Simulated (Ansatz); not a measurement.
GaN in space group P-6m2 (No. 187; Ga on 1a, N on 1f) under volume change, DFT-PBE in the program Ansatz with PAW potentials, shape and atoms relaxed at each volume.

```csv
V (Å³/atom),E − E(relaxed) (meV/atom),P (GPa)
9.389,53.0,20.01
9.699,22.1,12.15
10.008,5.2,5.55
10.318,0.0,0.00
10.627,4.7,-4.69
10.937,17.5,-8.47
11.247,37.0,-11.66
```

Q: What does a third-order Birch–Murnaghan fit give for V₀, B₀ and B′?

A: V₀ = 10.32 Å³/atom, B₀ = 168 GPa, B′ = 5.0.

The cell is a constructed one: a structure type filled with these elements; neither database checked (COD, Materials Project) lists it. It is not the phase usual at ambient conditions (space group No. 186, 216). The cell was relaxed with PBE under the symmetry of its start; its stability against distortions is not shown here.

Potentials: the later of the program's two PAW sets.
